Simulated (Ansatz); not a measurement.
ZnNi (L1₀ or tetragonal B2, space group No. 123), r²SCAN (plane waves, PAW; program Ansatz), all energies at zero smearing, with the estimated change up to a 700 eV cutoff added, with one set of potentials and settings (totals compare only within such a set). Cell of 2 atoms (1 Zn, 1 Ni): -9171.469 eV.

```tsv
element	reference phase	E (eV/atom)
Zn	P6_3/mmc, 2 atoms in the cell	-3325.6729
Ni	Fm-3m, 1 atoms in the cell, spin-polarised	-5845.2912
```

Formation energy per atom, worked out: (-9171.469 − 1×(-3325.6729) − 1×(-5845.2912))/2 = -0.252 eV/atom (-24 kJ per mol of atoms), at 0 K, without zero-point energy or fitted corrections.

Space group P4/mmm (L1₀ or tetragonal B2). The workflow started from a Materials Project entry (that database holds measured and hypothetical structures alike); the Crystallography Open Database files this formula in space group No. 123, but the cells were not matched. Its standing as an ambient phase is unchecked. Symmetry was held in the r²SCAN relaxation; its stability against distortions is not shown here. The run is not spin-polarised. The references are the lowest solids computed at this level, not always the standard phases.

Potentials: the later of the program's two PAW sets.
